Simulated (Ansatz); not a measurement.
Ti2AlN in space group P6_3/mmc (No. 194; Ti on 4f, Al on 2d, N on 2a) at seven volumes, plane-wave PAW PBEsol (Ansatz code), shape and atoms relaxed at each. One row is withheld.

```tsv
V (Å³/atom)	P (GPa)
11.714	18.97
12.100	11.61
12.487	?
12.873	0.00
13.259	-4.58
13.645	-8.46
14.031	-11.77
```

### Question
Fit the shown pressures and predict the withheld one.

### Answer
Third-order Birch–Murnaghan: P = (3/2)B₀(x^(7/2) − x^(5/2))[1 + (3/4)(B′ − 4)(x − 1)] with x = (V₀/V)^(2/3). Least squares on the six rows gives V₀ = 12.872 Å³/atom, B₀ = 164.3 GPa, B′ = 4.29. At V = 12.487, x = 1.0205 and P = 5.33 GPa. The run itself gave 5.34 GPa.

The workflow started from a Materials Project entry (that database holds measured and hypothetical structures alike); the Crystallography Open Database copy checked does not list it. Its standing as an ambient phase is unchecked. Symmetry was held in the PBEsol relaxation; its stability against distortions is not shown here. No spin polarisation was allowed.

Potentials: the earlier of the program's two PAW sets. The files were generated under PBE; for other functionals the program regenerates the frozen cores, and for LDA and PBEsol the local potential too.
